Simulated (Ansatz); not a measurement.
Consider the following.

Bi:
```xyz
2
Lattice="4.5201 0.0000 0.0000 0.0000 4.5201 0.0000 0.0000 0.0000 3.2501" Properties=species:S:1:pos:R:3 pbc="T T T"
Bi     0.0000     2.2600     1.8302
Bi     2.2600     0.0000     1.4199
```

This is the PBEsol-relaxed structure. Tensor components refer to the Cartesian frame of this cell.

All from PBEsol in the plane-wave PAW code Ansatz, unless another level is named. Estimate the Poisson's ratio.

0.35.

Predict the elastic constants (relaxed ions, GPa).

C11 = 45.9, C12 = 32.9, C13 = 37.7, C33 = 111, C44 = 5.3, C66 = 57.8.

Next, the highest zone-centre frequency?

68 cm^-1.

Space group P4/nmm. The workflow started from a Materials Project entry (that database holds measured and hypothetical structures alike); the Crystallography Open Database copy checked does not list it. It is not the phase usual at ambient conditions (space group No. 166). The PBEsol relaxation kept the symmetry of its start; of distortions, only those at the zone centre were tested. As this level gives no gap, shear constants depend on the k-mesh and smearing (Fermi–Dirac, 0.1 eV here). As this level gives no gap, phonon frequencies hold no LO–TO term and depend on the k-mesh and smearing (Fermi–Dirac, 0.1 eV here). Scalar-relativistic: spin–orbit coupling is off unless named, which matters more the heavier the elements.

Potentials: the earlier of the program's two PAW sets.
